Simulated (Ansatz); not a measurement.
Ti2SnC:
```
CELL_PARAMETERS angstrom
      3.16524     0.00000     0.00000
     -1.58262     2.74118     0.00000
      0.00000     0.00000    13.73098
ATOMIC_POSITIONS crystal
  Ti 0.33333 0.66667 0.08075
  Ti 0.66667 0.33333 0.91925
  Ti 0.66667 0.33333 0.58075
  Ti 0.33333 0.66667 0.41925
  Sn 0.33333 0.66667 0.75000
  Sn 0.66667 0.33333 0.25000
  C  0.00000 0.00000 0.00000
  C  0.00000 0.00000 0.50000
```

Relaxed with r²SCAN.

Problem. Give the Bader charges and basin volumes of the independent atoms, plane-wave PAW r²SCAN (Ansatz code).

Solution. 

| atom | Bader charge (e) | Bader volume (Å³) |
|---|---|---|
| Ti1 | +1.49 | 9.9 |
| Sn5 | -0.88 | 26.0 |
| C7 | -2.11 | 13.9 |

Space group P6_3/mmc. The workflow started from a Materials Project entry (that database holds measured and hypothetical structures alike); the Crystallography Open Database copy checked does not list it. Whether it is the stable phase at ambient conditions was not checked. The r²SCAN relaxation kept the symmetry of its start; its stability against distortions is not shown here. No spin polarisation was allowed. Spin–orbit coupling is left out wherever it is not named.

Potentials: the later of the program's two PAW sets.
